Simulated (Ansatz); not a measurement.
PbSe:
```cif
data_PbSe
_chemical_formula_sum 'Pb1 Se1'
_space_group_name_H-M_alt 'Pm-3m'
_space_group_IT_number 221
_space_group_name_Hall '-P 4 2 3'
_cell_length_a 3.76800
_cell_length_b 3.76800
_cell_length_c 3.76800
_cell_angle_alpha 90.000
_cell_angle_beta 90.000
_cell_angle_gamma 90.000
loop_
_atom_site_label
_atom_site_type_symbol
_atom_site_symmetry_multiplicity
_atom_site_Wyckoff_symbol
_atom_site_fract_x
_atom_site_fract_y
_atom_site_fract_z
_atom_site_occupancy
Pb1 Pb 1 a 0.00000 0.00000 0.00000 1
Se1 Se 1 b 0.50000 0.50000 0.50000 1
```

Relaxed with r²SCAN.

### Question
Which orbitals make up the states near the Fermi level in the program Ansatz at the r²SCAN level (PAW)?

### Answer
Within 0.5 eV of the Fermi level: Se 4p 78 %, Pb 6p 15 %, Pb 6s 5 %. Projections are on Löwdin-orthogonalised atomic valence shells; empty p or d shells of many metals are not among them.

### Question
Tabulate the density of states.

### Answer
States/eV per cell of 2 atoms, in 0.25 eV bins, energy from the Fermi level.

| E (eV) | total | Se 4p | Pb 6p | Pb 6s |
|---|---|---|---|---|
| -7.85 | 1.09 | 0.08 | 0.05 | 0.89 |
| -7.60 | 0.65 | 0.03 | 0.03 | 0.54 |
| -7.35 | 0.38 | 0.01 | 0.02 | 0.32 |
| -7.10 | 0.19 | 0.00 | 0.01 | 0.18 |
| -6.85 | 0.11 | 0.00 | 0.00 | 0.10 |
| -6.60 | 0.01 | 0.00 | 0.00 | 0.01 |
| -6.35 | 0.00 | 0.00 | 0.00 | 0.00 |
| -6.10 | 0.00 | 0.00 | 0.00 | 0.00 |
| -5.85 | 0.00 | 0.00 | 0.00 | 0.00 |
| -5.60 | 0.00 | 0.00 | 0.00 | 0.00 |
| -5.35 | 0.00 | 0.00 | 0.00 | 0.00 |
| -5.10 | 0.00 | 0.00 | 0.00 | 0.00 |
| -4.85 | 0.00 | 0.00 | 0.00 | 0.00 |
| -4.60 | 0.01 | 0.00 | 0.00 | 0.00 |
| -4.35 | 0.31 | 0.18 | 0.13 | 0.00 |
| -4.10 | 0.62 | 0.36 | 0.24 | 0.01 |
| -3.85 | 0.86 | 0.51 | 0.32 | 0.02 |
| -3.60 | 1.14 | 0.69 | 0.40 | 0.03 |
| -3.35 | 1.65 | 1.01 | 0.55 | 0.05 |
| -3.10 | 1.87 | 1.19 | 0.56 | 0.07 |
| -2.85 | 1.49 | 0.94 | 0.41 | 0.09 |
| -2.60 | 1.19 | 0.75 | 0.31 | 0.09 |
| -2.35 | 1.32 | 0.90 | 0.29 | 0.09 |
| -2.10 | 1.36 | 0.96 | 0.27 | 0.09 |
| -1.85 | 1.40 | 1.02 | 0.25 | 0.09 |
| -1.60 | 1.45 | 1.10 | 0.23 | 0.08 |
| -1.35 | 1.57 | 1.23 | 0.22 | 0.09 |
| -1.10 | 1.58 | 1.28 | 0.18 | 0.08 |
| -0.85 | 1.57 | 1.32 | 0.14 | 0.07 |
| -0.60 | 1.71 | 1.47 | 0.11 | 0.09 |
| -0.35 | 2.14 | 1.88 | 0.10 | 0.12 |
| -0.10 | 0.89 | 0.71 | 0.11 | 0.06 |
| 0.15 | 0.18 | 0.03 | 0.15 | 0.00 |
| 0.40 | 0.20 | 0.02 | 0.18 | 0.00 |
| 0.65 | 0.26 | 0.03 | 0.22 | 0.00 |
| 0.90 | 0.32 | 0.05 | 0.26 | 0.00 |
| 1.15 | 0.42 | 0.07 | 0.32 | 0.00 |
| 1.40 | 0.50 | 0.09 | 0.37 | 0.01 |
| 1.65 | 0.63 | 0.12 | 0.46 | 0.01 |
| 1.90 | 0.85 | 0.17 | 0.60 | 0.01 |
| 2.15 | 1.27 | 0.25 | 0.87 | 0.02 |
| 2.40 | 1.60 | 0.34 | 1.09 | 0.02 |
| 2.65 | 1.44 | 0.34 | 0.94 | 0.02 |
| 2.90 | 1.26 | 0.32 | 0.80 | 0.02 |
| 3.15 | 1.54 | 0.44 | 0.96 | 0.01 |
| 3.40 | 1.27 | 0.32 | 0.85 | 0.01 |
| 3.65 | 1.23 | 0.27 | 0.86 | 0.01 |
| 3.90 | 1.25 | 0.26 | 0.90 | 0.01 |
| 4.15 | 1.36 | 0.28 | 0.98 | 0.01 |
| 4.40 | 1.62 | 0.33 | 1.19 | 0.01 |
| 4.65 | 1.72 | 0.31 | 1.31 | 0.01 |

The workflow started from a Materials Project entry (that database holds measured and hypothetical structures alike); the Crystallography Open Database copy checked does not list it. It is not the phase usual at ambient conditions (space group No. 225). Symmetry was held in the r²SCAN relaxation; its stability against distortions is not shown here. Scalar-relativistic: spin–orbit coupling is off unless named, which matters more the heavier the elements.

Potentials: the later of the program's two PAW sets.
